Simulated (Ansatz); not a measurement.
CoPtO2: 59Co nuclear quadrupole resonance

Cell: a computed structure from the Materials Project (it need not be an observed phase), taken as it stands.

```xyz
4
Lattice="1.4123 0.8154 5.9394 -1.4123 0.8154 5.9394 0.0000 -1.6307 5.9394" Properties=species:S:1:pos:R:3 pbc="T T T"
Co    0.0000    0.0000    8.9091
Pt    0.0000    0.0000    0.0000
O     0.0000    0.0000   15.8182
O     0.0000    0.0000    2.0000
```

Atom numbers follow the list; atoms alike are taken as one site, whose name carries the number of the first.

Computed with Ansatz: DFT, PBE, plane waves and PAW, scalar-relativistic, collinear spin, 420 eV cutoff, Γ-centred 13×13×13 k-points, Fermi–Dirac smearing 0.05 eV. Start moments as typed (μB): 3 on each Co, none on the rest.

59Co: I = 7/2, Q = 420.0 mb (year-2017 value). Static lattice, zero field.

(1) The simulated lines lie at 1.26, 2.51, 3.77 MHz. What are |C_Q|, η and |V_zz| at Co?

Answers

(1) For I = 7/2 and η = 0 the lines are |C_Q|/14 times 1, 2 and 3; η shifts the lowest up most. Here |C_Q| = 17.6 MHz, η = 0.00 and |V_zz| = 1.73 × 10²¹ V/m². The calculation gives V_zz positive; the lines don't show the sign. The site has 6 O at 1.90 Å.

An axis of threefold or higher order runs through Co, so V_zz lies along it and η is zero.

At this cell the PBE pressure is 6 GPa, so with PBE the cell would grow if it were relaxed. The entry's cell may itself be off. With no gap above 0.1 eV, as in a metal, the gradients converge slowly in k; expect changes of a tenth or more on a denser mesh. Semilocal functionals can leave a metal where correlation in the d or f shell opens a gap in the real compound, and that would change the values at and beside Co. With these PAW files V_zz is typically within 2 to 3 % of all-electron values, but misses above 10 % occur on Co. The start moments die out, and the run ends without spin.

Hardware: 1 thread of Arm Neoverse V1 (aarch64; 8 cores open to the job, memory cap 3.0 GiB, no GPU), a shared host with a load of 0.5 a core. Wall time 67 s, CPU time 67 s, peak memory 0.72 GiB.
